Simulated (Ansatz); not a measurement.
The calculation used DFT PBE, scalar-relativistic, plane waves, PAW in Ansatz 0.2.0. Cutoff 420 eV, Γ-centred 8×4×6 mesh (8-atom cell), Gaussian smearing of 0.02 eV, no spin polarisation.

Formation energies are uncorrected and refer to the elements' standard structures at the same level.

Question: Propose a candidate for an orthorhombic semiconductor made of Be, Se and Zn, with a gap near 1.7 eV, a formation energy near −0.72 eV/atom and a density near 4.95 g/cm³, in a cell of 8 atoms.

Answer: BeZn3Se4, space group Pmm2 (No. 25). Around Be lie 4 Se at 2.25–2.32 Å; Zn on a site of symmetry mm2 has 4 Se at 2.46–2.49 Å; Zn on a site of symmetry m is surrounded by 4 Se at 2.46–2.47 Å; around Se on a site of symmetry m lie 1 Be at 2.25 Å and 3 Zn at 2.47–2.49 Å; 2 more sites not described.

```
Be Zn Se
1.0
     3.94479    0.00000    0.00000
     0.00000    7.90548    0.00000
     0.00000    0.00000    5.60898
Be Zn Se
1 3 4
Direct
  0.00000 0.50000 0.00480
  0.00000 0.00000 0.99829
  0.50000 0.73760 0.50038
  0.50000 0.26240 0.50038
  0.00000 0.26672 0.23584
  0.00000 0.73328 0.23584
  0.50000 0.00000 0.73726
  0.50000 0.50000 0.78721
```

The volume per atom is 21.86 Å³ and the density is 4.95 g/cm³. The energy over the elements is −0.716 eV/atom and the gap on the 8×4×6 mesh of the 8-atom cell is 1.65 eV.

It was reached by relaxing an invented guess, and it needn't be the stable form of this composition. Other answers may fit too; this one was computed.

Kohn–Sham gaps at this level usually fall short of measured ones. The reference form of Se is held partly by dispersion forces, which this level lacks. Symmetry constrained the relaxation, so the result can be a saddle point.
